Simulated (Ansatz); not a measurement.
Data:

MoPt₂:
Space group Immm (No. 71); a = 2.7583 Å, b = 3.9556 Å, c = 8.3076 Å, α = 90.00°, β = 90.00°, γ = 90.00°

| atom | site | symmetry | x | y | z |
|---|---|---|---|---|---|
| Mo | 2a | mmm | 0.0000 | 0.0000 | 0.0000 |
| Pt | 4i | mm2 | 0.0000 | 0.0000 | 0.3367 |
(The calculation used a cell of 3 atoms; values per cell refer to that cell.)

This is the r²SCAN-relaxed structure.

Question: All from DFT-r²SCAN in the program Ansatz with PAW potentials, unless another level is named. Give the formation energy from the elements (no fitted shifts).

Answer: -0.39 eV/atom.

Question: Give the density of states at the Fermi level.

Answer: 0.61 states/eV per atom (mean over ±0.08 eV).

The first step of the workflow began from a Materials Project structure, measured or hypothetical; the Crystallography Open Database files this formula in space group No. 71, but the cells were not matched. Whether it is the stable phase at ambient conditions was not checked. Symmetry was held in the r²SCAN relaxation; whether a distortion lowers the energy is not shown. No spin polarisation was allowed. Axis ratios of metals converge slowly with the k-mesh, so a and c are less sure than the volume. The references are the lowest solids computed at this level, not always the standard phases. Scalar-relativistic: spin–orbit coupling is off unless named, which matters more the heavier the elements.

Potentials: the later of the program's two PAW sets.
